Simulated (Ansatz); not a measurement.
Here is the system:

SrNbO2F:
```
SrNbO2F
1.0
    4.09708     0.00000     0.00000
    0.00000     4.09708     0.00000
    0.00000     0.00000     4.21132
Sr Nb O F
1 1 2 1
Direct
  0.50000   0.50000   0.50000
  0.00000   0.00000   0.00000
  0.50000   0.00000   0.00000
  0.00000   0.50000   0.00000
  0.00000   0.00000   0.50000
```
The run is spin-polarised, in the one order tried: ferromagnetic.

This is the r²SCAN-relaxed structure.

**Question.** All from r²SCAN in the plane-wave PAW code Ansatz, unless another level is named. Predict the net moment.

**Answer.** 0.24 μB per atom.

**Question.** Next, the Bader charges?

**Answer.** Sr +1.61, Nb +2.08, O -1.41, F -0.87 e.

Space group P4/mmm. The start of the workflow was typed in or built on a structure type; neither database checked (COD, Materials Project) lists it. Its standing as an ambient phase is unchecked. The r²SCAN relaxation kept the symmetry of its start; whether a distortion lowers the energy is not shown. Magnetic state: ferromagnetic, the only order run, not a proven ground state. The cell computed holds one magnetic atom, so no antiferromagnetic order was within reach. Other orbital occupations within this spin state were not tried. No Hubbard U is applied.

Potentials: the earlier of the program's two PAW sets. The files were generated under PBE; for other functionals the program regenerates the frozen cores, and for LDA and PBEsol the local potential too.
